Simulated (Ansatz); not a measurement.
AlN (wurtzite)

```xyz
4
Lattice="3.1067 0.0000 0.0000 -1.5534 2.6905 0.0000 0.0000 0.0000 4.9785" Properties=species:S:1:pos:R:3 pbc="T T T"
Al     0.0000     1.7937     4.9615
Al     1.5534     0.8968     2.4723
N      0.0000     1.7937     1.8829
N      1.5534     0.8968     4.3721
```

The slice is a (0001) plane (indices of the conventional cell) through the point (0.333, 0.667, 0.378) (fractional), spanned by u = [110] and v = [1 -1 0] in vectors of this cell: u (3.11 Å) and v (5.38 Å, at 90° to u). It covers one period; positions are fractions (u, v).

All values below come from r2SCAN (plane waves to 500 eV, PAW, scalar-relativistic; Ansatz, a program for electronic structure). k mesh 12×12×7. Near the nuclei the fields are pseudised (PAW); where an atom keeps semicore shells as valence, they peak there. AlN was relaxed with its symmetry unable to fall.

Sketch the valence electron density on this plane as a map.


```
|9999997755442222224455779999|
|9988776655332211223355667788|
|7777665544331100113344556677|
|5555444433220000002233444455|
|3333332222111111111122223333|
|1111112222222222222222221111|
|0000111122334444443322111100|
|0000112233445566554433221100|
|0000113344667777776644331100|
|0011224466778899887766442211|
|1122335577889999998877553322|
|2222445577999999999977554422|
|2222445577999999999977554422|
|1122335566778899887766553322|
|0011334455667777776655443311|
|0000223344445555554444332200|
|1111112222333333333322221111|
|2222222222111111111122222222|
|4444332211110000001111223344|
|6655443322110000001122334455|
|7777664433110000001133446677|
|9988776644221100112244667788|
|9999887755332211223355778899|
|9999997755442222224455779999|
```
Scale: ten equal steps from -1.16 (start of '0') to 0.56 (end of '9'), in the order '0123456789'. Values: log₁₀ of the valence density in e/Å³. The map has 14 points along u (two characters each, u = 0 at the left) and 24 along v (v = 0 in the bottom row). The scale is logarithmic, as a density can span decades between atoms and voids.
